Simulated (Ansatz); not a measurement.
SiC:
```yaml
crystal:
  lattice:
    - [3.07810, 0.00000, 0.00000]
    - [-1.53905, 2.66571, 0.00000]
    - [0.00000, 0.00000, 10.07620]
  atoms:
    - { symbol: Si, position: [0.66667, 0.33333, 0.93783] }
    - { symbol: Si, position: [0.33333, 0.66667, 0.43783] }
    - { symbol: Si, position: [0.00000, 0.00000, 0.68791] }
    - { symbol: Si, position: [0.00000, 0.00000, 0.18791] }
    - { symbol: C, position: [0.66667, 0.33333, 0.74980] }
    - { symbol: C, position: [0.33333, 0.66667, 0.24980] }
    - { symbol: C, position: [0.00000, 0.00000, 0.50045] }
    - { symbol: C, position: [0.00000, 0.00000, 0.00045] }
```

Relaxed with PBEsol.

### Question
Give the optical modes at the zone centre with their infrared activity from DFPT, PBEsol in the plane-wave PAW code Ansatz.

### Answer
Transverse frequencies, without the LO–TO term; a row sums one degenerate level.

| ω (cm⁻¹) | degeneracy | IR ((D/Å)²/amu) | activity | symmetry |
|---|---|---|---|---|
| 188 | 2 | 0.00 | IR-inactive | E2 |
| 196 | 2 | 0.00 | IR-inactive | E2 |
| 254 | 2 | 0.00 | IR-inactive | E1 |
| 394 | 1 | 0.00 | IR-inactive | B1 |
| 402 | 1 | 0.00 | IR-inactive | B1 |
| 599 | 1 | 0.17 | IR | A1 |
| 762 | 2 | 0.09 | IR | E1 |
| 770 | 2 | 0.00 | IR-inactive | E2 |
| 774 | 1 | 85.26 | IR | A1 |
| 778 | 2 | 0.00 | IR-inactive | E2 |
| 789 | 2 | 159.57 | IR | E1 |
| 825 | 1 | 0.37 | IR | A1 |
| 899 | 1 | 0.00 | IR-inactive | B1 |
| 908 | 1 | 0.00 | IR-inactive | B1 |

### Question
How high does the top mode go among those that the LO–TO term moves?

### Answer
955 cm⁻¹ for q along x, 955 cm⁻¹ for q along y, 947 cm⁻¹ for q along z.

Space group P6_3mc (4H polytype). The cell was relaxed with PBEsol under the symmetry of its start.

Potentials: the earlier of the program's two PAW sets. The files were generated under PBE; for other functionals the program regenerates the frozen cores, and for LDA and PBEsol the local potential too.
